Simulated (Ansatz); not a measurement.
## What moves the field gradients of La?

Cell of run 1: a COD entry, whose atoms a relaxation with PBE at fixed cell left in place.

```cif
data_structure
_symmetry_space_group_name_H-M 'P 1'
_symmetry_Int_Tables_number 1
_cell_length_a 3.7500
_cell_length_b 3.7500
_cell_length_c 6.0700
_cell_angle_alpha 90.000
_cell_angle_beta 90.000
_cell_angle_gamma 120.000
_cell_volume 73.92
loop_
_atom_site_label
_atom_site_type_symbol
_atom_site_fract_x
_atom_site_fract_y
_atom_site_fract_z
_atom_site_occupancy
La1 La 0.33333 0.66667 0.25000 1
La2 La 0.66667 0.33333 0.75000 1
```

Atoms are numbered from 1 in the order listed; like atoms form one site, named after its first atom.

All runs are DFT with Ansatz 0.2.0 (plane waves and PAW, scalar-relativistic unless spin–orbit coupling is named, Γ-centred meshes, Fermi–Dirac smearing where given) in this cell.

Run 1: PBE, atoms relaxed; 420 eV, 10×10×6 k-points, smearing 0.05 eV.
Run 2: r2SCAN, at the relaxed atoms; 500 eV, 10×10×6 k-points, smearing 0.05 eV.
Run 3: PBE with spin–orbit coupling, at the relaxed atoms; 420 eV, 10×10×6 k-points, smearing 0.05 eV.

```
run  La V_zz (η)
  1  0.51 (0.00)
  2  0.98 (0.00)
  3            ?
```

V_zz in 10²¹ V/m².

Task: Estimate the row of run 3.

Result: La: 0.56 (0.00). It lies nearest to run 1, from whose tensors on these sites it differs by 0.04 at most (largest principal value of the difference, on La). Taken one at a time, the functional (r2SCAN with its higher cutoff) moves the tensors on these sites by up to 0.47 (largest principal value of the change, on La), spin–orbit coupling by 0.04 (La).

In runs 1, 2, 3 there is no gap above 0.1 eV, so the gradients can move by 10 % or more with the k-mesh.
